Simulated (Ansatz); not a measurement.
BN (h-BN type, space group P6_3/mmc)

```yaml
crystal:
  lattice:
    - [2.50643, 0.00000, 0.00000]
    - [-1.25322, 2.17063, 0.00000]
    - [0.00000, 0.00000, 6.61383]
  atoms:
    - { symbol: B, position: [0.33333, 0.66667, 0.25000] }
    - { symbol: B, position: [0.66667, 0.33333, 0.75000] }
    - { symbol: N, position: [0.33333, 0.66667, 0.75000] }
    - { symbol: N, position: [0.66667, 0.33333, 0.25000] }
```

Scan: atom 1 (B, nearest neighbour N at 1.447 Å; its periodic images, 2.5 Å or more away, move with it) is displaced along Cartesian x, direction (1.000, 0.000, 0.000) in Cartesian axes, by s. The other atoms stay.

Calculation: PBE-D3(BJ) (plane waves to 420 eV, PAW, scalar-relativistic; Ansatz, a first-principles code). k mesh 12×12×4 (Γ-centred), Fermi-Dirac smearing 0.05 eV. The energy includes the smearing's −TS. BN was relaxed with its symmetry unable to fall. The zero of ΔE is the undisplaced structure.

| s (Å) | ΔE (meV/cell) |
|---|---|
| -0.140 | withheld |
| -0.112 | 259 |
| -0.084 | 145 |
| -0.056 | 65 |
| -0.028 | 16 |
| 0.000 | 0 |
| 0.028 | 16 |
| 0.056 | 65 |
| 0.084 | 145 |
| 0.112 | 259 |
| 0.140 | withheld |

### Question
Fit an even polynomial form (powers 2, 4) to the given rows and predict ΔE at s = 0.140.

### Answer
Least squares on the 9 given rows: ΔE = (20550)·s² + (7574)·s⁴, in meV/cell with s in Å; root-mean-square residual 0.3 meV/cell. At 0.140 the fit gives 406 meV/cell; the calculation gives 406 meV/cell, the same to the digits shown. The quadratic term alone would give 403 meV/cell.

(A displaced cell: forces are minus the slopes of the energy, force constants its curvatures, and phonons follow from these.)
